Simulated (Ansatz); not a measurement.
The calculation used Ansatz 0.2.0, DFT PBE, scalar-relativistic, plane waves, PAW. Settings: cutoff 420 eV, Γ-centred meshes spaced at most about 0.3 Å⁻¹, and about 0.25 Å⁻¹ or finer for metals (2π included), Gaussian smearing. No spin polarisation in the final relaxations.

These are static total energies at zero pressure.

Two relaxed structures of RbYAl3:

A.

Space group P6_3/mmc (No. 194). a = 7.219 Å, b = 7.219 Å, c = 6.952 Å, α = 90.00°, β = 90.00°, γ = 120.00°
| atom | site | symmetry | x | y | z |
| --- | --- | --- | --- | --- | --- |
| Rb | 2d | -6m2 | 0.3333 | 0.6667 | 0.7500 |
| Y | 2a | -3m. | 0.0000 | 0.0000 | 0.0000 |
| Al | 6h | mm2 | 0.2092 | 0.4183 | 0.2500 |

B.

Space group Cmc2_1 (No. 36). a = 6.463 Å, b = 12.202 Å, c = 7.038 Å, α = 90.00°, β = 90.00°, γ = 90.00°
```tsv
atom	site	symmetry	x	y	z
Rb	4a	m..	0.0000	0.3962	0.7385
Y	4a	m..	0.0000	0.0465	0.0144
Al	4a	m..	0.0000	0.1961	0.3838
Al	8b	1	0.7236	0.1541	0.6818
```

Question: Which is lower in energy, and by how much?

Answer: B is lower, by 111 meV/atom. A has space group P6_3/mmc (No. 194), 31.4 Å³/atom and no gap on its mesh; B has space group Cmc2_1 (No. 36), 27.8 Å³/atom and no gap. Counting all near atoms (those within 1.25 times the shortest distance at each site; a plus sign parts nearer from farther groups; a slash parts the counts of unlike sites), A has Rb 12+6, Y 6+2, Al 2+2 and B has Rb 11+6, Y 6+4, Al 3+2/4+2. The denser one is the lower, and pressure would at first widen the difference. Even the lower one lies +0.19 eV/atom against the reference forms of the elements (uncorrected), so neither is stable at this level. In A, around Rb lie 12 Al at 3.65–3.81 Å; around Y lie 6 Al at 3.14 Å and 2 Y at 3.48 Å; Al has 2 Al at 2.69 Å, 2 Y at 3.14 Å and 4 Rb at 3.65–3.81 Å. In B, around Rb lie 9 Al at 3.48–3.57 Å, 2 Y at 3.66 Å, 2 Y at 4.19 Å, 2 Al at 4.22 Å and 2 Rb at 4.34 Å; Y has 6 Al at 3.10–3.25 Å, 2 Rb at 3.66 Å, 2 Y at 3.70 Å, 2 Al at 4.10 Å and 2 Rb at 4.19 Å; around Al on a site of symmetry m lie 4 Al at 2.73–2.80 Å, 2 Y at 3.10–3.18 Å and 3 Rb at 3.49–3.57 Å; 1 more site not described. Both come from invented guesses.

Cells relaxed within their symmetry can be saddle points. The Cmc2_1 cell of RbYAl3 came from shaking the P6_3/mmc one.
